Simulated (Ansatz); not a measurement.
# Property card for B₂W

B$_{2}$W:
```yaml
crystal:
  lattice:
    - [2.92479, 0.00000, 0.00000]
    - [-1.46239, 2.53294, 0.00000]
    - [0.00000, 0.00000, 7.72267]
  atoms:
    - { symbol: W, position: [0.66667, 0.33333, 0.75000] }
    - { symbol: W, position: [0.33333, 0.66667, 0.25000] }
    - { symbol: B, position: [0.66667, 0.33333, 0.45956] }
    - { symbol: B, position: [0.33333, 0.66667, 0.54044] }
    - { symbol: B, position: [0.33333, 0.66667, 0.95956] }
    - { symbol: B, position: [0.66667, 0.33333, 0.04044] }
```

Space group P6_3/mmc (No. 194); conventional cell a = 2.9248 Å, b = 2.9248 Å, c = 7.7227 Å, α = 90.00°, β = 90.00°, γ = 120.00°.

Method: r²SCAN in the plane-wave PAW code Ansatz. Structure relaxed to zero pressure with the same functional. Other levels are named where they apply.

Cell and energy:

```yaml
volume_per_atom: 9.54 Å³
density: 11.93 g/cm³
Formation energy from the elements (no fitted shifts): -0.37 eV/atom
```

Electronic structure:

```yaml
electronic_character: metallic (no gap)
Density of states at the Fermi level: 0.10 states/eV per atom (mean over ±0.08 eV)
Gap with spin–orbit coupling: none (metallic)
```

Mechanics:

```yaml
Bulk modulus (Birch–Murnaghan fit): 318 GPa
Pressure derivative B′: 4.0
Elastic constants (relaxed ions, GPa): C11 = 606, C12 = 174, C13 = 101, C33 = 973, C44 = 293
mechanical_stability: stable (all eigenvalues of C positive)
hill_bulk_and_shear_moduli: 322 and 274 GPa
Young's modulus: 640 GPa
Poisson's ratio: 0.17
debye_temperature_from_the_elastic_constants: 740 K
```

Charges:

```yaml
bader_charges: W +1.01, B -0.50 e
```

The start of the workflow was typed in or built on a structure type; the Crystallography Open Database files this formula in space group No. 194, but the cells were not matched. Its standing as an ambient phase is unchecked. Symmetry was held in the r²SCAN relaxation; its stability against distortions is not shown here. No spin polarisation was allowed. As this level gives no gap, shear constants depend on the k-mesh and smearing (Fermi–Dirac, 0.1 eV here). The references are the lowest solids computed at this level, not always the standard phases. Scalar-relativistic: spin–orbit coupling is off unless named, which matters more the heavier the elements.

Potentials: the earlier of the program's two PAW sets.
